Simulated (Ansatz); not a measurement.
**Structures of Ge$_{2}$Sb: which is lowest?**

Plane-wave DFT in Ansatz with scalar-relativistic PAW potentials, cutoff 420 eV, Γ-centred meshes chosen by cell and gap, Gaussian smearing with energies taken to zero width. Every cell was relaxed (cell and atoms) in a run of its own, within the symmetry of its start. Functional: PBE.

Relaxed structures (starts from databases or built by putting these elements on another compound's sites):
A. Fm-3m, 3 atoms in the computed cell, a = 6.842 Å; sites (symmetry × multiplicity) Ge -43m × 8, Sb m-3m × 4; start: built
B. Pnnm, 6 atoms in the computed cell, a = 5.627 Å, b = 6.991 Å, c = 3.994 Å; sites (symmetry × multiplicity) Ge ..m × 4, Sb ..2/m × 2; start: built
C. I4/mmm, 3 atoms in the computed cell, a = 3.483 Å, c = 10.835 Å; sites (symmetry × multiplicity) Ge 4mm × 4, Sb 4/mmm × 2; start: built
D. I4_1/amd, 6 atoms in the computed cell, a = 5.292 Å, c = 9.854 Å; sites (symmetry × multiplicity) Ge 2mm. × 8, Sb -4m2 × 4; start: built

Problem. Rank them by energy. Could pressure change the order?

Solution.
```csv
structure,group,E − E(lowest) (meV/atom),V (Å³/atom),gap on mesh (eV)
D,I4_1/amd,0.0,23.00,0.00
B,Pnnm,100,26.19,0.00
C,I4/mmm,107,21.91,0.00
A,Fm-3m,227,26.69,0.00
```

D is lowest, 100 meV/atom under B. C is denser by 1.09 Å³/atom, so pressure favours it: ΔE/ΔV, with ΔE in eV and 1 eV/Å³ = 160.2 GPa, gives about 16 GPa for equal enthalpy if both cells were rigid; at such pressures compression changes ΔV much, so this is a scale only. Other structures may lie lower than all of these, and vibrations aren't counted.

Spin-orbit coupling is left out, which matters for the bands of heavy elements.